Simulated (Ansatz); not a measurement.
Cu$_{2}$O in space group Pn-3m (No. 224; Cu on 4b, O on 2a), r²SCAN (plane waves, PAW; program Ansatz). The conduction-band minimum lies at Γ, with 1 equivalent valley. Second derivatives d²E/dk² of the lowest band at one valley (eV·Å²), along Cartesian directions:

```tsv
direction	d²E/dk²
[100]	8.150
[010]	8.150
[001]	8.141
[110]	8.150
[101]	8.145
[011]	8.145
```

Task: Find the principal effective masses, the density-of-states mass and the conductivity mass.

Result: Off-diagonal terms follow from H_xy = H[110] − (H_xx + H_yy)/2, and m*/mₑ = 7.620 eV·Å² over each eigenvalue: 0.93, 0.93, 0.94. One valley's DOS mass (m₁m₂m₃)^(1/3) = 0.94, conductivity mass 3/(Σ 1/mᵢ) = 0.94 mₑ.

Task: What effective density of states Nc follows at 300 K for parabolic valleys?

Result: Nc = 2.509e19 × 1 × (0.94)^(3/2) ≈ 2.3e19 cm⁻³.

The cell was relaxed with r²SCAN under the symmetry of its start. The workflow began spin-polarised and lost its moments. No Hubbard U is applied. Point labels and valley counts follow the cell and symmetry of the run, lower than the named group.

Potentials: the earlier of the program's two PAW sets.

Edges and masses are those of Kohn–Sham bands, whose gap is no quasiparticle gap.
